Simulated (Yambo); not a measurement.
Yambo run on KNH₂ (space group P2_1/m, No. 11). The wavefunctions are norm-conserving LDA (Quantum ESPRESSO, 84 Ry, no spin-orbit coupling) ones on a 4×4×2 mesh (16 occupied bands); a = 4.5476 Å, b = 3.7393 Å, c = 6.1855 Å, α = γ = 90.00°, β = 95.31°.

Yambo input:

```
rim_cut
gw0
dyson
el_el_corr
HF_and_locXC
ppa
em1d
RandQpts= 1000000
RandGvec= 1 Ry
EXXRLvcs= 84 Ry
VXCRLvcs= 336 Ry
Chimod= "HARTREE"
% BndsRnXp
 1 | 115 |
%
NGsBlkXp= 2 Ry
% LongDrXp
 1.0 | 1.0 | 1.0 |
%
PPAPntXp= 27.2114 eV
% GbndRnge
 1 | 115 |
%
GTermKind= "BG"
DysSolver= "n"
ExtendOut
% QPkrange
 1 | 1 | 16 | 17 |
%
```

k points by index: 1 = Γ.

Resulting energies as the program prints them:

```
#    K-point    Band    Eo [eV]    E [eV]    E-Eo [eV]    Vxc [eV]    Vnlxc [eV]    Sc|Eo [eV]    Sc|E [eV]    dSc/dw|Eo [eV]    Re(Z)    Im(Z)
#
    1    16    0.000000    -0.981445    -0.981445    -15.47853    -19.69479    3.000955    3.234820    -6.482732    0.807596    -0.001957
    1    17    1.940726    2.971785    1.031059    -9.182501    -4.810101    -3.173505    -3.341341    -4.429037    0.860018    -0.001008
```
(The two width columns are left out.) Convergence of these settings isn't established.

Geometry of the Materials Project entry, not relaxed at this level.
